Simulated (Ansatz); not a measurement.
ZnSe$_{2}$:
```xyz
12
Lattice="6.3062 0.0000 0.0000 0.0000 6.3062 0.0000 0.0000 0.0000 6.3062" Properties=species:S:1:pos:R:3 pbc="T T T"
Zn     3.1531     3.1531     0.0000
Zn     0.0000     3.1531     3.1531
Zn     0.0000     0.0000     0.0000
Zn     3.1531     0.0000     3.1531
Se     0.6827     5.6235     2.4704
Se     5.6235     0.6827     3.8358
Se     2.4704     0.6827     5.6235
Se     3.8358     5.6235     0.6827
Se     3.8358     3.8358     3.8358
Se     2.4704     2.4704     2.4704
Se     5.6235     2.4704     0.6827
Se     0.6827     3.8358     5.6235
```

Relaxed with r²SCAN. Special points in fractions of this cell's reciprocal vectors: Γ (0.000, 0.000, 0.000); X (0.000, 0.500, 0.000); M (0.500, 0.500, 0.000); R (0.500, 0.500, 0.500); X1 (0.500, 0.000, 0.000).

Q: List the band energies nearest the valence-band maximum at these points for r²SCAN in the plane-wave PAW code Ansatz.

A: In eV from the valence-band maximum; about four levels below and three above (degenerate sets whole), none deeper than 8.9 eV; points with the same levels are listed once.

```tsv
k	below	above
Γ	-0.74 -0.74 -0.74 0.00 0.00	1.35 1.93 2.54 2.54 2.54
X	-1.52 -1.52 -0.16 -0.16	1.66 1.66 1.68 1.68
M	-1.52 -1.52 -1.52 -1.52	1.61 1.61 1.61 1.61
R	-2.01 -2.01 -2.01 -2.01	1.67 1.67 1.67 1.67
```

Space group Pa-3. The first step of the workflow began from a Materials Project structure, measured or hypothetical; the Crystallography Open Database copy checked does not list it. Its standing as an ambient phase is unchecked. The cell was relaxed with r²SCAN under the symmetry of its start; whether a distortion lowers the energy is not shown. Scalar-relativistic: spin–orbit coupling is off unless named, which matters more the heavier the elements.

Potentials: the earlier of the program's two PAW sets.
